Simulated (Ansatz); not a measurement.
# Rocksalt alloy of PbS and PbSe (12 of 32 S sites exchanged), 64 atoms

Ansatz, PAW, plane waves. PBEsol relaxation of volume and atoms (shape held) at the single k point (¼, ¼, ¼) without its symmetry partners; single points on the relaxed atoms at the Γ point alone, onto which points of the small cell's zone fold. Arrangement: quasirandom. No spin–orbit coupling unless named.

Relaxed structure:

```
S Se Pb
1.0
    11.95283    0.00000    0.00000
     0.00000   11.95283    0.00000
     0.00000    0.00000   11.95283
S Se Pb
20 12 32
Cartesian
  2.9718 11.9484 11.9495
  2.9761 11.9475 5.9732
  8.9786 0.0016 11.9506
  8.9835 0.0038 5.9825
  8.9835 5.9792 11.9516
  11.9464 2.9832 11.9455
  0.0010 2.9837 5.9849
  0.0027 8.9706 11.9472
  0.0077 8.9779 5.9807
  0.0029 0.0004 2.9870
  11.9521 11.9525 8.9643
  0.0023 5.9849 2.9820
  11.9513 5.9770 8.9667
  5.9705 11.9496 2.9886
  5.9774 5.9830 2.9810
  2.9660 2.9739 8.9604
  2.9794 8.9736 2.9876
  2.9661 8.9707 8.9631
  8.9809 2.9865 8.9707
  8.9806 8.9759 8.9719
  2.9845 5.9774 11.9496
  2.9828 5.9778 5.9740
  8.9762 5.9803 5.9814
  5.9760 2.9877 11.9472
  5.9764 2.9855 5.9731
  5.9789 8.9708 0.0020
  5.9768 8.9720 5.9780
  5.9754 0.0013 8.9671
  5.9797 5.9783 8.9625
  2.9828 2.9824 2.9833
  8.9718 2.9875 2.9873
  8.9727 8.9707 2.9882
  11.9487 0.0038 0.0181
  0.0014 0.0068 5.9644
  11.9106 5.9780 0.0148
  11.9491 5.9795 5.9609
  5.9907 0.0053 0.0637
  5.9878 0.0038 5.9161
  6.0379 5.9779 0.0572
  5.9847 5.9783 5.9080
  2.9252 2.9298 11.8894
  2.9293 2.9265 6.0357
  2.9343 9.0224 11.9388
  2.9352 9.0275 6.0022
  9.0228 2.9787 11.8907
  9.0260 2.9367 6.0464
  9.0308 8.9861 11.8980
  9.0330 9.0294 6.0453
  2.9915 11.9098 2.9874
  2.9407 11.9511 8.9680
  2.9921 6.0324 2.9820
  2.9415 5.9878 8.9691
  8.9737 11.9512 2.9872
  9.0174 0.0056 8.9756
  8.9723 5.9854 2.9395
  9.0154 5.9854 9.0143
  0.0093 3.0017 2.9934
  0.0061 2.9986 8.9640
  0.0513 8.9651 2.9925
  0.0132 8.9651 8.9683
  5.9725 2.9970 2.9856
  5.9725 2.9944 8.9598
  5.9251 8.9638 2.9921
  5.9726 8.9630 8.9657
```

(1) What are the mean bond lengths by pair (pairs within 1.2 times the sum of covalent radii, less contacts 15 % beyond the pair's median; cation–cation pairs of compounds aside; long ionic contacts are cut short by that bound)?

(2) What gap lies between the top filled and the lowest empty level in the single points?

Answers

(1) Pb–S 2.970 ± 0.028 Å (standard deviation, 116 bonds); Pb–Se 3.017 ± 0.030 Å (standard deviation, 72 bonds).

(2) HSE06 0.68 eV (33 s on NVIDIA GB200).
